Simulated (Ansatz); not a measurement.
## Li6Te2Ru: reading a single point

```
Te Ru Li
1.0
     6.97362    0.00000    0.00000
    -3.48681    6.03933    0.00000
     0.00000    0.00000    3.53298
Te Ru Li
2 1 6
Cartesian
  -0.0003 4.0264 0.0000
  3.4872 2.0129 0.0000
  0.0000 0.0000 1.7665
  4.2720 0.0000 1.7665
  1.3508 2.3396 1.7665
  -2.1360 3.6997 1.7665
  1.6639 0.0000 0.0000
  2.6549 4.5983 0.0000
  -0.8320 1.4410 0.0000
```

Single point in Ansatz 0.2.0 with PBE, no spin polarisation. Cutoff 420 eV, PAW datasets, 6×6×10 Γ-centred k mesh, fermi-dirac filling (width 0.1 eV).

Task: What does the stress say?

Result: The pressure is 6.4 GPa (compression positive), so with the atoms held at these fractions the cell would first expand. The principal stresses 5.2, 7.0, 7.0 GPa differ, so its shape would change too.

Task: What happens at the Fermi level?

Result: It is a metal, with about 8.3 states/eV a cell as the mean within 0.25 eV of the Fermi level, mostly Ru d (78 %) and Te p (15 %).

Task: Describe some of the short contacts.

Result: Ru–Li at 2.43 Å: least valence density 0.15 e/Å³ and ELF 0.05 there. Te–Li at 2.72 Å: least valence density 0.11 e/Å³ and ELF 0.03 there. Li–Li at 2.95 Å: least valence density 0.07 e/Å³ and ELF 0.08 there. These are pseudo-fields; inside the PAW spheres they differ from the all-electron ones.

Task: Give the Bader charges.

Result: Bader charges in e: Li +0.81 to +0.84, Te -1.45, Ru -2.08. In the mean Li gives up most and Ru takes most.

Origin: a known structure type with other elements, at an estimated volume, so it need not be a known compound.
